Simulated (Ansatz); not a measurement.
Relaxed Ba3PbO (anti-perovskite):

```yaml
crystal:
  lattice:
    - [5.41311, 0.00000, 0.00000]
    - [0.00000, 5.41311, 0.00000]
    - [0.00000, 0.00000, 5.41311]
  atoms:
    - { symbol: Ba, position: [0.50000, 0.00000, 0.50000] }
    - { symbol: Ba, position: [0.00000, 0.50000, 0.50000] }
    - { symbol: Ba, position: [0.50000, 0.50000, 0.00000] }
    - { symbol: Pb, position: [0.00000, 0.00000, 0.00000] }
    - { symbol: O, position: [0.50000, 0.50000, 0.50000] }
```

Scan: atom 1 (Ba, nearest neighbour O at 2.707 Å; its periodic images, 5.4 Å or more away, move with it) is displaced along Cartesian x, direction (1.000, 0.000, 0.000) in Cartesian axes, by s. The other atoms stay.

Computed with PBEsol (plane waves to 420 eV, PAW, scalar-relativistic; Ansatz, a first-principles code). k mesh 7×7×7 (Γ-centred), Fermi-Dirac smearing 0.05 eV. E stands for the smeared free energy. With partly filled bands, energies and forces of such displacements shift with the k mesh and the smearing. At this level the bands of Ba3PbO touch or barely overlap. Ba3PbO was relaxed with its symmetry unable to fall. Spin-orbit coupling is left out, though Pb is heavy. The zero of ΔE is the undisplaced structure. The last digit holds for this mesh only.

```
s (Å)   ΔE (meV/cell)
------  -------------
-0.270           68.5
-0.216           43.2
-0.162       withheld
-0.108           10.5
-0.054            2.6
0.000             0.0
0.054             2.6
0.108            10.5
0.162        withheld
0.216            43.2
0.270            68.5
```

Task: Fit an even polynomial form (powers 2, 4) to the given rows and predict ΔE at s = 0.162.

Result: Least squares on the 9 given rows: ΔE = (898.8)·s² + (562.6)·s⁴, in meV/cell with s in Å; root-mean-square residual 0.04 meV/cell. At 0.162 the fit gives 24.0 meV/cell; the calculation gives 24.0 meV/cell, the same to the digits shown. The quadratic term alone would give 23.6 meV/cell.

(A displaced cell: forces are minus the slopes of the energy, force constants its curvatures, and phonons follow from these.)
